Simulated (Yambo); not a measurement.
Yambo run on AlClO (space group Pmmn, No. 59). The wavefunctions are PBEsol (Quantum ESPRESSO, PseudoDojo norm-conserving, 84 Ry, without SOC) ones on a 4×4×2 mesh (16 occupied bands); a = 3.1473 Å, b = 3.6333 Å, c = 7.8451 Å, α = β = γ = 90.00°.

Yambo input:

```
rim_cut
gw0
dyson
el_el_corr
HF_and_locXC
ppa
em1d
RandQpts= 1000000
RandGvec= 1 Ry
EXXRLvcs= 84 Ry
VXCRLvcs= 336 Ry
Chimod= "HARTREE"
% BndsRnXp
 1 | 60 |
%
NGsBlkXp= 8 Ry
% LongDrXp
 1.0 | 1.0 | 1.0 |
%
PPAPntXp= 27.2114 eV
% GbndRnge
 1 | 60 |
%
GTermKind= "BG"
DysSolver= "n"
ExtendOut
% QPkrange
 1 | 1 | 16 | 17 |
 13 | 13 | 16 | 16 |
%
```

k points by index: 1 = Γ, 13 = (-0.5, 0, 0).

The o-*.qp file then holds:

```
#    K-point    Band    Eo [eV]    E [eV]    E-Eo [eV]    Vxc [eV]    Vnlxc [eV]    Sc|Eo [eV]    Sc|E [eV]    dSc/dw|Eo [eV]    Re(Z)    Im(Z)
#
    1    16    -0.202861    -1.710321    -1.507461    -15.74058    -20.11602    2.538990    2.867977    -5.938205    0.820865    -0.001089
    1    17    5.671314    6.895666    1.224353    -11.60093    -6.881680    -3.283136    -3.494895    -4.706017    0.852555    -0.930169E-3
    13    16    0.000000    -1.687302    -1.687302    -14.55733    -19.11488    2.499031    2.870245    -5.986253    0.819677    -0.001138
```
(The two width columns are left out.) Convergence of these settings isn't established.

Geometry relaxed with PBE+D3(BJ).
